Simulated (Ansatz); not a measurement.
NbPS:
```
CELL_PARAMETERS angstrom
     -1.68589     2.33068     5.92419
      1.68589    -2.33068     5.92419
      1.68589     2.33068    -5.92419
ATOMIC_POSITIONS crystal
  Nb 0.37485 0.87485 0.50000
  Nb 0.62515 0.12515 0.50000
  P  0.23708 0.50000 0.73708
  P  0.76292 0.50000 0.26292
  S  0.78821 0.78821 0.00000
  S  0.21179 0.21179 0.00000
```

Relaxed with LDA. Special points in fractions of this cell's reciprocal vectors: Γ (0.000, 0.000, 0.000); X (0.500, 0.500, -0.500); F2 (0.270, 0.730, -0.270); Σ0 (-0.270, 0.270, 0.270); Y0 (0.289, -0.289, 0.289); U0 (0.711, 0.289, -0.289); R (0.000, 0.500, 0.000); W (0.250, 0.250, 0.250); S (0.500, 0.000, 0.000); T (0.000, 0.000, 0.500).

### Question
List the band energies nearest the Fermi level at these points for LDA in the plane-wave PAW code Ansatz.

### Answer
In eV from the Fermi level; about four levels below and three above (degenerate sets whole), none deeper than 8.9 eV; points with the same levels are listed once.

```
k                     below           above
--  -----------------------  --------------
Γ   -1.95 -1.84 -1.42 -0.33  0.06 0.11 1.56
X   -1.65 -1.61 -1.52 -0.33  1.36 1.48 1.70
F2  -2.94 -2.79 -2.78 -0.33  0.92 1.23 1.57
Y0  -2.27 -1.73 -1.06 -0.20  0.07 1.11 1.56
R   -3.77 -2.72 -2.46 -0.38  1.05 1.58 1.75
W   -3.25 -2.77 -2.35 -0.15  0.61 1.21 1.90
S   -2.18 -1.98 -1.87 -0.56  0.75 1.06 1.93
T   -3.27 -2.59 -2.30 -0.09  0.55 1.13 1.96
```

Space group Immm. The workflow started from an entry of the Crystallography Open Database (COD). Its standing as an ambient phase is unchecked. Symmetry was held in the LDA relaxation; whether a distortion lowers the energy is not shown. No spin polarisation was allowed. Spin–orbit coupling is left out wherever it is not named.

Potentials: the later of the program's two PAW sets.
